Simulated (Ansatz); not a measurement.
The start is a relaxed Ba cell, doubled along one cell vector, shaken by Gaussian noise of σ = 0.08 Å a coordinate. The cell and all atomic positions are relaxed at zero pressure with r2SCAN (plane waves to 500 eV, PAW, scalar-relativistic; Ansatz, a first-principles code). The first steps use a coarse 5×5×4 k-mesh.

Starting cell:
```
CELL_PARAMETERS angstrom
      7.31679     0.00000     0.00000
     -3.65839     6.33652     0.00000
      0.00000     0.00000     8.57801
ATOMIC_POSITIONS crystal
  Ba 0.00638 0.99873 0.00397
  Ba 0.99779 0.99621 0.51850
  Ba 0.33520 0.67594 0.26863
  Ba 0.33258 0.66910 0.73548
  Ba 0.64868 0.33886 0.25283
  Ba 0.66506 0.33680 0.74512
```

Which atoms feel the largest initial force, and how large is it?

0.31 eV/Å, on Ba3, Ba4 (atoms numbered as listed).

How much energy is released per atom?

0.07 eV/atom.

How does the volume per atom move from start to end?

-1.8 %, from 66.28 to 65.11 Å³/atom.

Does it find its way back to the structure it was made from?

It does not go back: it reaches Im-3m (No. 229), bcc (W type), 0.06 eV/atom below the parent.

Is the relaxed structure metallic? Give its gap.

Zero (metallic).

Write out the relaxed structure.


```cif
data_Ba2
_chemical_formula_sum 'Ba2'
_space_group_name_H-M_alt 'Im-3m'
_space_group_IT_number 229
_space_group_name_Hall '-I 4 2 3'
_cell_length_a 5.06874
_cell_length_b 5.06874
_cell_length_c 5.06874
_cell_angle_alpha 90.000
_cell_angle_beta 90.000
_cell_angle_gamma 90.000
loop_
_atom_site_label
_atom_site_type_symbol
_atom_site_symmetry_multiplicity
_atom_site_Wyckoff_symbol
_atom_site_fract_x
_atom_site_fract_y
_atom_site_fract_z
_atom_site_occupancy
Ba1 Ba 2 a 0.00000 0.00000 0.00000 1
```
(The calculation used a cell of 1 atom; values per cell refer to that cell.)

Final values are on a 13×13×13 k-mesh of the relaxed cell. No spin polarisation in the result.

Of the parent cell (P6/mmm (No. 191)): it is a generated cell of Ba: the first start was made by placing the elements on the sites of a structure type, and the end was not matched to a known phase here, so it may be hypothetical. Known forms of Ba include space group No. 229.
